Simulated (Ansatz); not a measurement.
Relaxation of a randomly generated symmetric cell of Be (space group No. 59); 2 atoms in the cell, which starts as Pmmn, origin choice 1 (No. 59), oP2; a = 1.5414 Å, b = 3.2584 Å, c = 3.5240 Å, α = β = γ = 90.00°. Level of theory: PBE (plane waves to 420 eV, PAW, scalar-relativistic; Ansatz, a first-principles code). Γ-centred k-mesh 21×10×9 on the run's cell (coarser than for final values), Fermi–Dirac smearing 0.05 eV. This is the first round of the run. 

The optimiser's lines from the output (shortened; P is positive under compression):

```
relax step   1: F+E_penalty+E_count = -180.40815992 eV  Δ(F+E_penalty+E_count) = +0.000e0 eV  max|allowed force component| = 1.366e-2 eV/Å  Δτ_max = 0.0000 Å  P = +80.305 GPa  Ω = 17.699 Å³  (7 SCF iters, dr2 threshold 1.00e-7 eV, accepted)
relax step   2: F+E_penalty+E_count = -181.45368032 eV  Δ(F+E_penalty+E_count) = -1.046e0 eV  max|allowed force component| = 1.738e-2 eV/Å  Δτ_max = 0.0064 Å  P = +61.820 GPa  Ω = 18.679 Å³  (5 SCF iters, dr2 threshold 2.00e-7 eV, accepted)
relax step   3: F+E_penalty+E_count = -182.27515596 eV  Δ(F+E_penalty+E_count) = -8.215e-1 eV  max|allowed force component| = 6.771e-2 eV/Å  Δτ_max = 0.0025 Å  P = +46.006 GPa  Ω = 19.692 Å³  (5 SCF iters, dr2 threshold 2.00e-7 eV, accepted)
relax step   4: F+E_penalty+E_count = -182.90198809 eV  Δ(F+E_penalty+E_count) = -6.268e-1 eV  max|allowed force component| = 1.270e-1 eV/Å  Δτ_max = 0.0035 Å  P = +33.236 GPa  Ω = 20.677 Å³  (5 SCF iters, dr2 threshold 2.00e-7 eV, accepted)
relax step   5: F+E_penalty+E_count = -183.38496105 eV  Δ(F+E_penalty+E_count) = -4.830e-1 eV  max|allowed force component| = 1.673e-1 eV/Å  Δτ_max = 0.0069 Å  P = +22.743 GPa  Ω = 21.592 Å³  (5 SCF iters, dr2 threshold 2.00e-7 eV, accepted)
relax step   6: F+E_penalty+E_count = -183.74610870 eV  Δ(F+E_penalty+E_count) = -3.611e-1 eV  max|allowed force component| = 1.986e-1 eV/Å  Δτ_max = 0.0113 Å  P = +14.200 GPa  Ω = 22.372 Å³  (5 SCF iters, dr2 threshold 2.00e-7 eV, accepted)
relax step   7: F+E_penalty+E_count = -184.01812657 eV  Δ(F+E_penalty+E_count) = -2.720e-1 eV  max|allowed force component| = 1.791e-1 eV/Å  Δτ_max = 0.0187 Å  P = +7.154 GPa  Ω = 22.870 Å³  (5 SCF iters, dr2 threshold 2.00e-7 eV, accepted)
relax step   8: F+E_penalty+E_count = -184.21813985 eV  Δ(F+E_penalty+E_count) = -2.000e-1 eV  max|allowed force component| = 9.531e-2 eV/Å  Δτ_max = 0.0179 Å  P = +2.191 GPa  Ω = 22.676 Å³  (5 SCF iters, dr2 threshold 2.00e-7 eV, accepted)
relax step   9: F+E_penalty+E_count = -184.35600683 eV  Δ(F+E_penalty+E_count) = -1.379e-1 eV  max|allowed force component| = 8.616e-3 eV/Å  Δτ_max = 0.0046 Å  P = -0.375 GPa  Ω = 21.969 Å³  (5 SCF iters, dr2 threshold 2.00e-7 eV, accepted)
relax step  10: F+E_penalty+E_count = -184.46220153 eV  Δ(F+E_penalty+E_count) = -1.062e-1 eV  max|allowed force component| = 1.525e-1 eV/Å  Δτ_max = 0.0084 Å  P = -1.672 GPa  Ω = 20.967 Å³  (5 SCF iters, dr2 threshold 2.00e-7 eV, accepted)
relax step  11: F+E_penalty+E_count = -184.55379172 eV  Δ(F+E_penalty+E_count) = -9.159e-2 eV  max|allowed force component| = 3.543e-1 eV/Å  Δτ_max = 0.0246 Å  P = -2.170 GPa  Ω = 19.816 Å³  (5 SCF iters, dr2 threshold 2.00e-7 eV, accepted)
relax step  12: F+E_penalty+E_count = -184.65829507 eV  Δ(F+E_penalty+E_count) = -1.045e-1 eV  max|allowed force component| = 7.108e-1 eV/Å  Δτ_max = 0.0694 Å  P = -2.242 GPa  Ω = 18.528 Å³  (5 SCF iters, dr2 threshold 2.00e-7 eV, accepted)
relax step  13: F+E_penalty+E_count = -184.92104365 eV  Δ(F+E_penalty+E_count) = -2.627e-1 eV  max|allowed force component| = 1.135e0 eV/Å  Δτ_max = 0.1988 Å  P = -3.654 GPa  Ω = 17.118 Å³  (5 SCF iters, dr2 threshold 2.00e-7 eV, accepted)
relax step  14: F+E_penalty+E_count = -185.08940424 eV  Δ(F+E_penalty+E_count) = -1.684e-1 eV  max|allowed force component| = 7.610e-1 eV/Å  Δτ_max = 0.1921 Å  P = +2.991 GPa  Ω = 15.635 Å³  (5 SCF iters, dr2 threshold 2.00e-7 eV, accepted)
relax step  15: F+E_penalty+E_count = -185.29370464 eV  Δ(F+E_penalty+E_count) = -2.043e-1 eV  max|allowed force component| = 1.140e-1 eV/Å  Δτ_max = 0.1205 Å  P = -6.413 GPa  Ω = 16.564 Å³  (5 SCF iters, dr2 threshold 2.00e-7 eV, accepted)
relax step  16: F+E_penalty+E_count = -185.34006339 eV  Δ(F+E_penalty+E_count) = -4.636e-2 eV  max|allowed force component| = 9.365e-4 eV/Å  Δτ_max = 0.0204 Å  P = -1.163 GPa  Ω = 15.772 Å³  (4 SCF iters, dr2 threshold 2.00e-7 eV, accepted)
relax step  17: F+E_penalty+E_count = -185.34213304 eV  Δ(F+E_penalty+E_count) = -2.070e-3 eV  max|allowed force component| = 1.246e-4 eV/Å  Δτ_max = 0.0001 Å  P = -0.067 GPa  Ω = 15.632 Å³  (3 SCF iters, dr2 threshold 2.00e-7 eV, accepted)
relax step  18: F+E_penalty+E_count = -185.34217758 eV  Δ(F+E_penalty+E_count) = -4.454e-5 eV  max|allowed force component| = 4.127e-5 eV/Å  Δτ_max = 0.0000 Å  P = -0.009 GPa  Ω = 15.625 Å³  (3 SCF iters, dr2 threshold 1.90e-7 eV, accepted)
relax step  19: F+E_penalty+E_count = -185.34217799 eV  Δ(F+E_penalty+E_count) = -4.115e-7 eV  max|allowed force component| = 3.633e-6 eV/Å  Δτ_max = 0.0000 Å  P = -0.001 GPa  Ω = 15.624 Å³  (4 SCF iters, dr2 threshold 1.93e-9 eV, accepted)
relax step  20: F+E_penalty+E_count = -185.36825334 eV  Δ(F+E_penalty+E_count) = -2.608e-2 eV  max|allowed force component| = 3.591e-6 eV/Å  Δτ_max = 0.0000 Å  P = +0.853 GPa  Ω = 15.624 Å³  stress off target by 2.40e0 GPa  SCF on the basis re-selected at this cell (its energy is not comparable with the rows above)  (5 SCF iters)
relax step  21: F+E_penalty+E_count = -185.36910472 eV  Δ(F+E_penalty+E_count) = -8.514e-4 eV  max|allowed force component| = 4.835e-4 eV/Å  Δτ_max = 0.0001 Å  P = +0.003 GPa  Ω = 15.728 Å³  (3 SCF iters, dr2 threshold 2.00e-7 eV, accepted)
relax step  22: F+E_penalty+E_count = -185.36910699 eV  Δ(F+E_penalty+E_count) = -2.270e-6 eV  max|allowed force component| = 1.333e-5 eV/Å  Δτ_max = 0.0001 Å  P = +0.001 GPa  Ω = 15.729 Å³  (3 SCF iters, dr2 threshold 1.96e-8 eV, accepted)
relax step  23: F+E_penalty+E_count = -185.36913873 eV  Δ(F+E_penalty+E_count) = -3.173e-5 eV  max|allowed force component| = 1.643e-5 eV/Å  Δτ_max = 0.0000 Å  P = +0.004 GPa  Ω = 15.729 Å³  stress off target by 6.19e-3 GPa  SCF on the basis re-selected at this cell (its energy is not comparable with the rows above)  (4 SCF iters)
```

From the first to the last row the energy changes by -2.48 eV/atom and the volume by -11.1 %. The last row is marked as not comparable with the walk above it, whose basis was carried along; it does compare with step 1, since both stand on a basis selected at the nominal cutoff for their own cell.

Energy and pressure jump between steps 19 and 20 at one geometry, where the plane-wave basis was selected anew. While the cell walks, the set of plane waves is carried along, so its effective cutoff drifts with the strain; re-selecting it at 420 eV moved the energy by -0.013 eV/atom and the pressure by 0.9 GPa. Only step 1 and rows on a re-selected basis compare with each other.

Later rounds, restarted from the end of this one on a renewed k-mesh, logged 10 more steps and released under 0.01 eV/atom more. The final structure after all rounds: Fm-3m (No. 225), cF4, fcc (Cu type); a = b = c = 3.158 Å, α = β = γ = 90.00°. Between re-selections the logged energies stand on a plane-wave basis carried along with the cell. No spin polarisation in the result.

The run could not lose the symmetry of its start, so the end can be a saddle point.

The relaxed structure here is a generated cell of Be: the first start was made by a random draw of sites in a space group, and the end was not matched to a known phase here, so it may be hypothetical. Known forms of Be include space group No. 194.
